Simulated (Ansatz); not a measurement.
Trial structures of Lu₃Sc₂O: starts and ends

Theory: DFT PBE, scalar-relativistic, plane waves, PAW in Ansatz 0.2.0. All cells share a 420 eV cutoff and Γ-centred k meshes spaced at most about 0.3 Å⁻¹ (about 0.25 or finer for metals, 2π included). Collinear spin in cells that started with moments and kept them past the coarse steps, no spin elsewhere.

Each guess was relaxed in cell and atoms at zero pressure, within the symmetry of its start. These are static total energies at zero pressure. Coordination counts Lu or Sc atoms around O (for each partner element, those within 1.25 times its shortest distance or 1.15 times the sum of covalent radii, where it is the nearest in units of that sum or under 1.3; a plus sign parts groups by distance over the sum of covalent radii; the shortest distance is added where it exceeds 1.18 times the sum of covalent radii).

```
guess      made from  start group  V start (Å³/atom)  end group  V end (Å³/atom)  coordination at the end  gap on mesh (eV)  largest moment (μB)  E over the lowest end (meV/atom)
    1  Sr2AlGa3 type        P-6m2               23.2      P-6m2             23.6                      O 5                 0                    -                               580
    2  MgSc3Ru2 type       P4/mmm               22.3     P4/mmm             21.9                      O 8                 0                    -                                 0
    3    random cell       I4/mmm               23.4          ?                ?                        ?                 ?                    ?                                 ?
    4   GdCo3B2 type       P6/mmm               17.5     P6/mmm             29.7           O 6 from 3.5 Å                 0                  0.4                              1432
    5    random cell       P6/mmm               19.3     P6/mmm             35.5                    O 2+6                 0                  0.4                               956
```

Guess 3 as it starts:

```
Lu Sc O
1.0
    -3.06633    3.06633    3.72736
     3.06633   -3.06633    3.72736
     3.06633    3.06633   -3.72736
Lu Sc O
3 2 1
Cartesian
  0.0000 3.0663 0.0000
  3.0663 0.0000 0.0000
  0.0000 0.0000 0.0000
  0.0000 0.0000 5.2465
  0.0000 0.0000 2.2082
  0.0000 0.0000 3.7274
```

Q: Fill in the missing row: what does this guess relax into, and where does it rank?

A: It ends in space group I4/mmm (No. 139), with a = 5.573 Å, c = 9.751 Å, 25.2 Å³/atom and no gap, without spin. It lies 0.34 eV/atom over the lowest end, above guess 2 and below guess 1. Counting Lu or Sc atoms around O, this end has O 2+4 and the lowest (guess 2) has O 8.

```yaml
crystal:
  lattice:
    - [-2.78635, 2.78635, 4.87536]
    - [2.78635, -2.78635, 4.87536]
    - [2.78635, 2.78635, -4.87536]
  atoms:
    - { symbol: Lu, position: [0.50000, 0.00000, 0.50000] }
    - { symbol: Lu, position: [0.00000, 0.50000, 0.50000] }
    - { symbol: Lu, position: [0.00000, 0.00000, 0.00000] }
    - { symbol: Sc, position: [0.70612, 0.70612, 0.00000] }
    - { symbol: Sc, position: [0.29388, 0.29388, 0.00000] }
    - { symbol: O, position: [0.50000, 0.50000, 0.00000] }
```

The zero of energy is the elements' standard structures at the same level (O₂ as a molecule); no fitted shifts are applied.

Q: Is the lowest end bound against the elements?

A: Yes: its formation energy is −0.50 eV/atom. A negative formation energy is needed for stability but isn't enough: competing phases decide.

The magnetic state reached may not be the lowest. Cells relaxed within their symmetry can be saddle points. A lower structure may well exist outside this small set. Some candidate types were left out of the draw beforehand, so a known form may be missing.
